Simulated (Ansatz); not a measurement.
BaTiO₃:
```xyz
5
Lattice="3.9719 0.0000 0.0000 0.0000 3.9719 0.0000 0.0000 0.0000 4.1141" Properties=species:S:1:pos:R:3 pbc="T T T"
Ti     1.9859     1.9859     1.8613
Ba     0.0000     0.0000     3.8439
O      1.9859     1.9859     3.6824
O      1.9859     0.0000     1.6953
O      0.0000     1.9859     1.6953
```

The program Ansatz at the r²SCAN level (PAW) gives a gap of 2.23 eV without spin–orbit coupling, maximum at A, minimum at Γ.

**Question.** What happens when spin–orbit coupling is switched on?

**Answer.** The gap is nearly the same, to 2.23 eV; maximum at A, minimum at Γ.

**Question.** Give the electron effective mass with spin–orbit coupling.

**Answer.** 0.46, 0.46, 8.7 mₑ (principal values).

**Question.** Give the hole effective mass with spin–orbit coupling.

**Answer.** 0.84, 0.84, 23 mₑ (principal values).

Space group P4mm. Symmetry was held in the r²SCAN relaxation. The run is not spin-polarised.

Potentials: the later of the program's two PAW sets.
